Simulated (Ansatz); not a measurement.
Relaxed BePd (CsCl type):

```xyz
4
Lattice="5.5453 0.0000 0.0000 0.0000 2.7726 0.0000 0.0000 0.0000 2.7726" Properties=species:S:1:pos:R:3 pbc="T T T"
Be     0.0000     0.0000     0.0000
Be     2.7726     0.0000     0.0000
Pd     1.3863     1.3863     1.3863
Pd     4.1589     1.3863     1.3863
```

A phonon eigenvector at X = (0.5, 0.0, 0.0) is frozen into this cell: atom i moves by Q times the vector below, so Q is the largest atomic displacement, in Å. The cell is held. It is one choice among 2 degenerate patterns. (q is in reciprocal vectors of the primitive cell; the cell shown is doubled to hold the pattern.)

```
atom      x      y       z
----  -----  -----  ------
Be1   0.000  0.000   1.000
Be2   0.000  0.000  -1.000
```

Atoms not listed stay in place.

These are LDA (plane waves to 420 eV, PAW, scalar-relativistic; Ansatz, a quantum-chemistry and plane-wave program) values and carry that method's errors. k mesh 9×17×17 (Γ-centred), Fermi-Dirac smearing 0.05 eV. Energies are smeared free energies. With partly filled bands, energies and forces of such displacements shift with the k mesh and the smearing. BePd is run without spin polarisation. BePd was relaxed with its symmetry unable to fall. ΔE is measured from the undisplaced structure.

The scan covers Q from -0.180 to 0.180 Å in 13 points.

Question: Which space group does the distorted structure have?

Answer: Pmma (No. 51), lowered from Pm-3m.

Question: What is the energy change at Q = 0.180 Å?

Answer: 193 meV/cell.

Question: What harmonic wavenumber does the curvature at Q = 0 give?

Answer: 426 cm⁻¹.

(For displaced atoms, the force is minus the slope of the energy, and its curvature is a force constant, which sets phonon frequencies.)
